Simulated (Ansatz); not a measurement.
**CaNi₂: do energies and stresses tell the same story?**

Computed with DFT PBEsol, scalar-relativistic, plane waves, PAW in Ansatz 0.2.0.

Settings: cutoff 420 eV, Γ-centred mesh 10×10×10 on the computed 6-atom cell, Gaussian smearing of 0.10 eV; no spin polarisation.

Relaxed cell: Fd-3m, a = 7.066 Å, b = 7.066 Å, c = 7.066 Å, α = 90.00°, β = 90.00°, γ = 90.00°, 6 atoms in the primitive cell. Whether it is the stable form of this composition wasn't checked.

Energies at zero smearing and pressures from the stress tensor, at volumes with shape and atoms relaxed:
```
V (Å³/atom) E − E(first) (meV/atom) P (GPa)
     12.935                     0.00    17.82
     13.376                   -41.08    12.23
     13.817                   -67.95     7.48
     14.258                   -82.76     3.45
     14.699                   -87.32     0.02
     15.140                   -83.16    -2.90
     15.581                   -71.59    -5.38
     16.169                   -46.53    -8.11
```

Task: Check P = −dE/dV between neighbouring volumes, and get the bulk modulus from the pressures alone.

Result: With 1 eV/Å³ = 160.2 GPa:
```
middle V (Å³/atom)  −ΔE/ΔV (GPa) mean P (GPa)
            13.156        14.926        15.026
            13.597         9.763         9.855
            14.038         5.381         5.464
            14.479         1.656         1.734
            14.920        -1.511        -1.438
            15.361        -4.204        -4.136
            15.875        -6.829        -6.745
```

The two differ by 0.10 GPa at most. The mean of two end pressures misses the average over a step by about ΔV² P″/12, up to 0.08 GPa here; with that taken off 0.03 GPa remains. The stress is the derivative of the free energy, not of the energy at zero smearing, and with free energies 0.00 GPa remains. Around V = 14.699 Å³/atom, the two neighbours give B = −V ΔP/ΔV = 14.699 × 6.34 / 0.882 = 105.7 GPa, against B0 = 105.3 GPa from the Birch–Murnaghan fit of the energies.

Spin polarisation was left out, and a magnetic state may lie lower.

A ferromagnetic start lost its moments in a first run, so spin was left out; other magnetic orders weren't tried.